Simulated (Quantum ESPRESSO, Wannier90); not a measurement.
## Wannierisation of ZnHgTe2 (R3m)

```yaml
crystal:
  lattice:
    - [-2.27504, 3.94048, 0.00000]
    - [-4.55008, 0.00000, 0.00000]
    - [-2.27504, 1.31349, 7.41364]
  atoms:
    - { symbol: Zn, position: [0.50043, 0.50043, 0.49871] }
    - { symbol: Hg, position: [0.99905, 0.99905, 0.00284] }
    - { symbol: Te, position: [0.87000, 0.87000, 0.38999] }
    - { symbol: Te, position: [0.38050, 0.38050, 0.85850] }
```

Materials Project entry mp-1215476; symmetrised, unrelaxed at this level. Not found in the COD (Crystallography Open Database) copy used; not checked further. Level: PBEsol, no spin polarisation, no spin-orbit coupling; pw.x of Quantum ESPRESSO at 68 Ry with PseudoDojo potentials, 6×6×6 k-points, Wannier90. Density: 8×8×8 mesh, cold smearing 0.01 Ry. Spin-orbit coupling is left out although heavy elements are present.

The plane-wave run has 58 bands and 72 electrons a cell. On the energy scale of pw.x, whose zero is arbitrary, the Fermi level lies at 7.50 eV.

Isolated groups of bands, relative to the Fermi level (bands from 31 on overlap up to the last one computed):

```csv
bands,from (eV),to (eV),filling,weight on atomic waves
1,-125.61,-125.61,filled,Zn 3s 100 %
2,-114.79,-114.79,filled,Hg 5s 100 %
3–5,-79.89,-79.88,filled,Zn 3p 100 %
6–8,-63.07,-63.06,filled,Hg 5p 100 %
9–18,-36.42,-36.34,filled,Te 4d 100 %
19–20,-11.57,-10.72,filled,"Te 5s 85 %, Zn 4s 4 %, Hg 6s 4 %"
21–30,-6.94,-6.08,filled,"Zn 3d 49 %, Hg 5d 47 %"
```

Input w.win, without the blocks of cell, atoms and k-points (216 lines):

```
num_bands = 30
num_wann = 16
exclude_bands = 1-18,21-30
num_iter = 1000
conv_tol = 1.0e-6
conv_window = 4
dis_num_iter = 1000
dis_conv_tol = 1.0e-6
dis_froz_max = 9.00
dis_win_max = 15.05
write_hr = true
write_u_matrices = true
begin projections
f=-0.49540,-0.50042,0.49217: s;p
f=-0.00843,-0.00406,0.00833: s;p
f=-0.13829,-0.13358,0.39464: s;p
f=0.38083,0.36888,-0.13973: s;p
end projections
mp_grid = 6 6 6
```

wannier90.x stops with:
```
dis_windows: Energy window contains fewer states than number of target WFs
```
At some k-point the outer window holds fewer bands than num_wann, so no subspace of that size can be extracted. Mended as below, all else unchanged, the run goes through (Ω_I = 32.4 Å²) and follows the plane-wave bands to 2.9 meV rms (states up to 1.0 eV relative to the Fermi level).
Remove the line dis_win_max = 15.05.
